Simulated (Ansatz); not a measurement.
A geometry of Sr away from equilibrium: step 2 of the relaxation of a generated trial cell of Sr in the AFLOW prototype A_hR2_166_c (A7, as in As). Method: r2SCAN (plane waves to 500 eV, PAW, scalar-relativistic; Ansatz, a first-principles code). Γ-centred k-mesh 8×8×8 on the run's cell (coarser than for final values), Fermi–Dirac smearing 0.05 eV. The plane waves were selected for a different cell earlier on the path.

```xyz
2
Lattice="2.5757 1.4871 4.7735 -2.5757 1.4871 4.7735 0.0000 -2.9742 4.7735" Properties=species:S:1:pos:R:3 pbc="T T T"
Sr     0.0000     0.0000     3.4538
Sr     0.0000     0.0000    10.8667
```

Give the Cartesian forces on all atoms (eV/Å).


```
atom    Fx    Fy     Fz
----  ----  ----  -----
Sr1   0.00  0.00   0.60
Sr2   0.00  0.00  -0.60
```

The path ends in Fm-3m (No. 225) (fcc (Cu type)). No spin polarisation in the result.

The run could not lose the symmetry of its start.
